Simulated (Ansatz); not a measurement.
## Eigenvalues along a path: ScAl

```xyz
2
Lattice="3.3446 0.0000 0.0000 0.0000 3.3446 0.0000 0.0000 0.0000 3.3446" Properties=species:S:1:pos:R:3 pbc="T T T"
Sc    1.6723    1.6723    1.6723
Al    0.0000    0.0000    0.0000
```

The cell comes from a relaxation on PAW files under the same functional, begun from a database entry that needn't be the ground state.

Computed with Ansatz 0.2.0; functional PBEsol, scalar-relativistic. Settings: a Γ-centred 12×12×12 k mesh, Fermi–Dirac smearing of 0.05 eV, no spin polarisation. Methods: LAPW: all electrons, basis error target 0.5 meV/atom.

Path points, in fractions of the reciprocal vectors: Γ (0.000, 0.000, 0.000), X (0.000, 0.500, 0.000), M (0.500, 0.500, 0.000), R (0.500, 0.500, 0.500). The distance column jumps between branches of the path. Levels in eV from the Fermi level; bands 9 to 13, counted from the lowest band of the run. The gap is zero, the pressure -0.01 GPa.

```
# k(1/Å) point b9 b10 b11 b12 b13
0.000 Γ -8.53 -0.69 -0.69 2.79 2.79
0.134 - -8.45 -0.76 -0.66 2.53 2.53
0.268 - -8.23 -1.03 -0.55 2.08 2.08
0.403 - -7.87 -1.56 -0.37 1.65 1.65
0.537 - -7.38 -2.33 -0.16 1.30 1.30
0.671 - -6.78 -3.22 0.05 1.03 1.03
0.805 - -6.12 -4.08 0.21 0.86 0.86
0.939 X -5.68 -4.59 0.27 0.81 0.81
1.073 - -5.64 -4.51 0.30 0.65 0.84
1.208 - -5.55 -4.28 0.24 0.35 0.93
1.342 - -5.39 -3.91 -0.30 0.38 1.07
1.476 - -5.19 -3.41 -0.86 0.29 1.24
1.610 - -4.98 -2.83 -1.36 -0.02 1.40
1.744 - -4.81 -2.21 -1.71 -0.50 1.53
1.879 M -4.74 -1.84 -1.84 -0.84 1.57
2.068 - -4.91 -2.24 -1.80 -0.26 1.54
2.258 - -5.52 -2.32 -1.67 0.41 1.47
2.448 - -6.40 -1.84 -1.46 0.75 1.47
2.638 - -7.26 -1.22 -1.16 0.93 1.62
2.827 - -7.94 -0.96 -0.74 1.41 1.94
3.017 - -8.38 -0.77 -0.68 2.27 2.42
3.207 Γ -8.53 -0.69 -0.69 2.79 2.79
3.439 - -8.30 -0.73 -0.73 2.04 2.47
3.672 - -7.67 -0.85 -0.85 0.99 1.88
3.904 - -6.70 -1.10 -1.10 0.28 1.41
4.137 - -5.54 -1.55 -1.55 0.17 1.36
4.369 - -4.36 -2.07 -2.07 0.74 1.75
4.601 - -3.26 -2.45 -2.45 0.52 2.24
4.834 R -2.59 -2.59 -2.59 -0.34 2.98
5.024 - -3.06 -2.53 -2.48 0.29 2.34
5.213 - -3.83 -2.48 -2.16 1.42 1.47
5.403 - -4.51 -2.74 -1.64 1.10 1.21
5.593 - -5.04 -3.35 -0.96 0.78 1.37
5.783 - -5.40 -3.99 -0.19 0.49 1.06
5.973 - -5.61 -4.44 0.32 0.50 0.87
6.162 X -5.68 -4.59 0.27 0.81 0.81
7.491 R -2.59 -2.59 -2.59 -0.34 2.98
7.625 - -2.83 -2.56 -2.56 0.01 2.45
7.759 - -3.31 -2.46 -2.46 0.80 1.61
7.893 - -3.79 -2.33 -2.33 0.80 1.79
8.027 - -4.20 -2.16 -2.16 0.11 2.06
8.162 - -4.50 -2.00 -2.00 -0.41 1.81
8.296 - -4.68 -1.88 -1.88 -0.73 1.63
8.430 M -4.74 -1.84 -1.84 -0.84 1.57
```
